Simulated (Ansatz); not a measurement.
Mg$_{3}$Sb$_{2}$ (A-La2O3 type, space group P-3m1)

```
CELL_PARAMETERS angstrom
      4.59592     0.00000     0.00000
     -2.29796     3.98018     0.00000
      0.00000     0.00000     7.27158
ATOMIC_POSITIONS crystal
  Sb 0.33333 0.66667 0.22580
  Sb 0.66667 0.33333 0.77420
  Mg 0.00000 0.00000 0.00000
  Mg 0.33333 0.66667 0.63237
  Mg 0.66667 0.33333 0.36763
```

The relaxed cell is deformed in two ways at once: its volume V is scaled, and at that volume it is stretched along z (the c axis of the conventional cell) so that c/a changes. Fractional atomic positions are held.

All values below come from PBE (plane waves to 420 eV, PAW, scalar-relativistic; Ansatz, a quantum-chemistry and plane-wave program). k mesh 12×12×7 (Γ-centred), Fermi-Dirac smearing 0.05 eV. Stress and pressure are positive under compression. As the atoms are clamped, bonds stretch with the cell, which overstates energies and stresses. Mg3Sb2 was relaxed with its symmetry unable to fall. Spin-orbit coupling is left out, though Sb is heavy.

Changes of σzz − σxx (GPa) from the point V/V₀ = 1.000, (c/a)/(c/a)₀ = 1.000 when one coordinate moves alone (two changes are said to add if the coupling is within 5 % of the smaller one, nearly so within 20 %):

| point | change |
|---|---|
| V/V₀ = 1.000, (c/a)/(c/a)₀ = 0.960 | 2.721 |
| V/V₀ = 1.000, (c/a)/(c/a)₀ = 0.980 | 1.342 |
| V/V₀ = 0.920, (c/a)/(c/a)₀ = 1.000 | -0.251 |
| V/V₀ = 0.960, (c/a)/(c/a)₀ = 1.000 | -0.112 |
| V/V₀ = 1.040, (c/a)/(c/a)₀ = 1.000 | 0.091 |
| V/V₀ = 1.080, (c/a)/(c/a)₀ = 1.000 | 0.165 |
| V/V₀ = 1.000, (c/a)/(c/a)₀ = 1.020 | -1.303 |
| V/V₀ = 1.000, (c/a)/(c/a)₀ = 1.040 | -2.567 |

Task: Do the two effects add at V/V₀ = 1.080, (c/a)/(c/a)₀ = 1.020? Give the computed change.

Result: The sum of the single changes is 0.165 + (-1.303) = -1.138; the calculation gives -0.874, so the coupling contributes 0.264 (over 20 % of the smaller single change, not additive).

Task: What is the change at V/V₀ = 0.920, (c/a)/(c/a)₀ = 1.040, where both move, and how far is it from the sum?

Result: The sum of the single changes is -0.251 + (-2.567) = -2.818; the calculation gives -3.486, so the coupling contributes -0.668 (over 20 % of the smaller single change, not additive).

(Under strain, the slope of the energy per volume gives the stress and its curvature an elastic modulus.)
